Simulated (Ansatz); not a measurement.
## Zone-centre phonons of Ga2Cu at 25 GPa: input and output

Method: DFT LDA, scalar-relativistic, plane waves, PAW (Ansatz).

Launched with:
```bash
ansatz run input.yaml --threads 1 --pin off --max-ram 3072MiB --backend cpu --events-out ev --progress --plain --runs-dir out
```

Input (bare energies are in eV):
```yaml
crystal:
  lattice:
    - [2.5968464446, 0.0, 0.0]
    - [0.0, 2.5968464446, 0.0]
    - [0.0, 0.0, 5.4838323001]
  atoms:
    - { symbol: Ga, position: [0.5, 0.5, 0.2893210219] }
    - { symbol: Ga, position: [0.5, 0.5, 0.7106789781] }
    - { symbol: Cu, position: [0.0, 0.0, 0.0] }
basis:
  ecutwfc: 420
kpoints:
  mp_grid: { grid: [16, 16, 8] }
hamiltonian:
  xc: lda
scf:
  occupations: { method: fermi_dirac, width: 0.15 }
output:
  eigenvalues: true
phonons:
  method: dfpt
  eigenvectors: true
```

Results section of the output:
```
--- Phonons (Γ-DFPT): 4 representative perturbations + reference, on 405 of 2048 k-points (Σ response iterations 15) ---
  k mesh reduced under 4 symmetry operations, with k and −k counted as one. Each operation leaves every solved displacement unchanged or reverses it
  ASR residual: 7.870e-4 → 0.000e0 eV/Å²; symmetrization residual: 1.352e-5 eV/Å²
  ASR residual per site (eV/Å²): 4.38e-5 4.38e-5 7.87e-4
  Γ frequencies (cm⁻¹): 0.00 0.00 0.00 90.75 90.75 201.01 201.01 267.94 325.71
  non-analytic LO–TO correction: not included (Born effective charges unavailable; polar crystals: no LO–TO splitting at Γ)
```

It took 4.2 min on 1 thread of Arm Neoverse V1, with other jobs on the host, peak memory 1.6 GiB.

In a metal, frequencies and elastic constants depend on the k mesh and the smearing, soft modes and shear constants most. Other phases may be more stable at this pressure.